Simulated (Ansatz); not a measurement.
CdIn2O4:
```xyz
14
Lattice="0.0000 4.5955 4.5955 4.5955 0.0000 4.5955 4.5955 4.5955 0.0000" Properties=species:S:1:pos:R:3 pbc="T T T"
In     1.1489     1.1489     1.1489
In     1.1489     3.4466     3.4466
In     3.4466     3.4466     1.1489
In     3.4466     1.1489     3.4466
O      3.3295     3.3295     3.3295
O      8.1591     5.6273     5.6273
O      5.8614     5.8614     3.3295
O      5.6273     8.1591     5.6273
O      3.3295     5.8614     5.8614
O      8.1591     8.1591     8.1591
O      5.8614     3.3295     5.8614
O      5.6273     5.6273     8.1591
Cd     4.5955     4.5955     4.5955
Cd     6.8932     6.8932     6.8932
```

Relaxed with PBEsol. Plane-wave PAW PBEsol (Ansatz code) gives a gap of 0.97 eV.

Task: What gap does HSE06 give on the same cell (Ansatz, PAW)?

Result: 2.54 eV, 1.57 eV more. The hybrid was solved on a coarser mesh and at special points; its gap is the smallest among all of these.

```csv
k,v1 PBEsol,c1 PBEsol,v1 HSE06,c1 HSE06
Γ,-0.06,0.97,-0.08,2.54
X,-0.08,4.49,[?],[?]
L,0.00,3.69,[?],[?]
W,-0.13,4.90,[?],[?]
K,-0.01,4.70,[?],[?]
```

Task: Top valence (v1) and lowest conduction level (c1) in eV from each method's valence maximum (which need not be a listed point): supply the withheld HSE06 values.

Result: 
- K, v1 HSE06: -0.01
- K, c1 HSE06: 6.41
- L, v1 HSE06: 0.00
- L, c1 HSE06: 5.33
- W, v1 HSE06: -0.14
- W, c1 HSE06: 6.63
- X, v1 HSE06: -0.10
- X, c1 HSE06: 6.17

Cost on shared cores: the PBEsol run (SCF on a 5×5×5 mesh, then bands and DOS) about 60 core-seconds (a rough figure), the HSE06 run (SCF on 3×3×3, then a few points) about 2.7 core-minutes (a rough figure); the tasks are unlike.

Space group Fd-3m (spinel). The cell was relaxed with PBEsol under the symmetry of its start. Scalar-relativistic: spin–orbit coupling is off unless named, which matters more the heavier the elements.

Potentials: the later of the program's two PAW sets.
